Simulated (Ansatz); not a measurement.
ZnInGaO4:
```
CELL_PARAMETERS angstrom
      1.65755     0.95699     8.58412
     -1.65755     0.95699     8.58412
      0.00000    -1.91397     8.58412
ATOMIC_POSITIONS crystal
  Zn 0.21869 0.21869 0.21869
  In 0.00295 0.00295 0.00295
  Ga 0.78713 0.78713 0.78713
  O  0.29511 0.29511 0.29511
  O  0.71124 0.71124 0.71124
  O  0.12117 0.12117 0.12117
  O  0.86372 0.86372 0.86372
```

The program Ansatz at the PBEsol level (PAW) gives a gap of 1.17 eV without spin–orbit coupling, maximum at Γ, minimum at Γ.

Task: What happens when spin–orbit coupling is switched on?

Result: The gap falls by 0.02 eV, to 1.15 eV; maximum at Γ, minimum at Γ.

Task: Give the electron effective mass with spin–orbit coupling.

Result: 0.18, 0.19, 0.19 mₑ (principal values).

Task: Give the hole effective mass with spin–orbit coupling.

Result: 0.68 along x (mₑ).

Space group R3m. Symmetry was held in the PBEsol relaxation.

Potentials: the earlier of the program's two PAW sets. The files were generated under PBE; for other functionals the program regenerates the frozen cores, and for LDA and PBEsol the local potential too.
